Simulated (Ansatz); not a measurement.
**Si with Fe replacing Si: gradients before and after relaxing the atoms**

Start: a supercell of Si (diamond type, Fd-3m) built from a structure deposited in the COD (the entry's cell lengths or inner coordinates differ somewhat from later room-temperature determinations), with all atoms left at the host's positions.

Space group F-43m (No. 216); a = 16.2814 Å.

| site | Wyckoff | site symmetry | x | y | z |
| --- | --- | --- | --- | --- | --- |
| Fe | 4d | -43m | 0.2500 | 0.7500 | 0.2500 |
| Si2 | 48h | ..m | 0.4167 | 0.7500 | 0.4167 |
| Si5 | 16e | .3m | 0.5833 | 0.5833 | 0.4167 |
| Si9 | 16e | .3m | 0.9167 | 0.4167 | 0.5833 |
| Si15 | 24g | 2.mm | 0.7500 | 0.4167 | 0.7500 |
| Si28 | 16e | .3m | 0.1667 | 0.8333 | 0.1667 |
| Si30 | 24f | 2.mm | 0.5000 | 0.8333 | 0.5000 |
| Si32 | 48h | ..m | 0.5000 | 0.6667 | 0.3333 |
| Si41 | 4b | -43m | 0.5000 | 0.5000 | 0.5000 |
| Si45 | 16e | .3m | 0.8333 | 0.3333 | 0.6667 |

One atom of each set is listed; the run and its k-mesh use a cell of 54 atoms with edges of 11.51, 11.51, 11.51 Å.

The numbers come from a DFT calculation in Ansatz (PBE, plane waves and PAW, scalar-relativistic, collinear spin, 420 eV cutoff, Γ-centred 2×2×2 k-points, Fermi–Dirac smearing 0.01 eV, cell charge -1). Start moments as typed (μB): 5 on each Fe, none on the rest. The program fits them to the shells of the files, so those used differ somewhat.

The largest force at the start is 1.1 eV/Å. Relaxing the ions at fixed cell moves them by 0.119 Å at most (atom 29, Si) and 0.035 Å rms.

```
site  moved (Å)              first shell before               first shell after  V_zz before (10²¹ V/m²)  η before
  Fe      0.000                  4 Si at 2.35 Å                  4 Si at 2.23 Å                     0.00         –
 Si2      0.028                  4 Si at 2.35 Å             4 Si at 2.35–2.36 Å                    -0.42      0.75
 Si5      0.004                  4 Si at 2.35 Å                  4 Si at 2.35 Å                     0.11      0.00
 Si9      0.006                  4 Si at 2.35 Å                  4 Si at 2.35 Å                     0.12      0.00
Si15      0.006                  4 Si at 2.35 Å                  4 Si at 2.35 Å                    0.081      0.94
Si28      0.119  1 Fe at 2.35 Å, 3 Si at 2.35 Å  1 Fe at 2.23 Å, 3 Si at 2.36 Å                    -1.33      0.00
Si30      0.006                  4 Si at 2.35 Å             4 Si at 2.35–2.36 Å                    -0.32      0.74
Si32      0.010                  4 Si at 2.35 Å                  4 Si at 2.35 Å                     0.17      0.14
```

Question: What are V_zz and η after the relaxation?

Answer: 

```csv
site,V_zz after,η after,change of V_zz
Fe,0.00,–,0.00
Si2,0.52,0.60,–
Si5,0.068,0.00,-0.04
Si9,0.16,0.00,+0.04
Si15,0.12,0.65,+0.04
Si28,-2.19,0.00,-0.86
Si30,0.46,0.44,–
Si32,0.26,0.32,+0.09
```

The largest change of V_zz along a kept axis is on Si28, from -1.33 to -2.19. Where |V_zz| stays above 0.1 and the axes keep their order, η moves most on Si32, from 0.14 to 0.32. On Si2, Si30 the largest principal value lies along another axis in the second run, so the two V_zz can't be compared directly. Other sites with |V_zz| of 0.02 or less aren't listed. The electronic state changes along with the positions (absolute moment from 1.8 to 1.2 μB), so the changes aren't those of geometry alone.

The defect repeats with the cell of 54 atoms, so it feels its images: sites between two images don't show the values beside a lone defect, and zeros or small values of η there can come from the images' arrangement. A uniform background compensates the cell's charge. The defect cell has no gap above 0.1 eV on its mesh, so the values can hang on the smearing and the k-mesh. The run lost most of its start moments on Fe; a state with other moments may lie lower.
Before: The neighbours have not yet relaxed around the defect (largest force 1.1 eV/Å), so a real crystal will differ.
After: The relaxation keeps the site symmetry -43m of the start, so the impurity can't leave its site; a distortion that would localise the partly filled state isn't explored.
